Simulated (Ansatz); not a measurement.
TiO2:
```cif
data_O4Ti2
_chemical_formula_sum 'Ti2 O4'
_space_group_name_H-M_alt 'P 1'
_space_group_IT_number 1
_cell_length_a 5.46945
_cell_length_b 5.46945
_cell_length_c 5.46945
_cell_angle_alpha 139.683
_cell_angle_beta 139.683
_cell_angle_gamma 58.335
loop_
_space_group_symop_operation_xyz
  'x, y, z'
loop_
_atom_site_label
_atom_site_type_symbol
_atom_site_fract_x
_atom_site_fract_y
_atom_site_fract_z
_atom_site_occupancy
Ti1 Ti 0.50000 0.50000 0.00000 1
Ti2 Ti 0.25000 0.75000 0.50000 1
O1 O 0.29247 0.29247 0.00000 1
O2 O 0.04247 0.54247 0.50000 1
O3 O 0.45753 0.95753 0.50000 1
O4 O 0.70753 0.70753 0.00000 1
```

Relaxed with PBEsol. PBEsol in the plane-wave PAW code Ansatz gives a gap of 2.11 eV.

### Question
What gap does HSE06 give on the same cell (Ansatz, PAW)?

### Answer
3.65 eV, 1.54 eV more. The hybrid was solved on a coarser mesh and at special points; its gap is the smallest among all of these.

| k | v1 PBEsol | c1 PBEsol | v1 HSE06 | c1 HSE06 |
|---|---|---|---|---|
| Γ | -0.48 | 2.11 | -0.50 | 3.65 |
| M | -0.11 | 2.47 | (withheld) | (withheld) |
| X | -0.05 | 3.35 | (withheld) | (withheld) |
| P | -0.26 | 3.60 | (withheld) | (withheld) |
| N | -0.65 | 3.26 | (withheld) | (withheld) |
| S0 | -0.81 | 3.25 | -0.91 | 4.87 |
| R | -0.09 | 3.32 | -0.10 | 4.99 |

### Question
Top valence (v1) and lowest conduction level (c1) in eV from each method's valence maximum (which need not be a listed point): supply the withheld HSE06 values.

### Answer

- P, v1 HSE06: -0.25
- P, c1 HSE06: 5.27
- X, v1 HSE06: -0.06
- X, c1 HSE06: 5.03
- N, v1 HSE06: -0.73
- N, c1 HSE06: 4.94
- M, v1 HSE06: -0.12
- M, c1 HSE06: 4.06

Cost on shared cores: the PBEsol run (SCF on a 10×10×10 mesh, then bands and DOS) around 70 core-seconds (rough), the HSE06 run (SCF on 6×6×6, then a few points) about 11 core-minutes (a rough figure); the tasks are unlike.

Space group I4_1/amd (anatase). Symmetry was held in the PBEsol relaxation. No spin polarisation was allowed.

Potentials: the later of the program's two PAW sets.
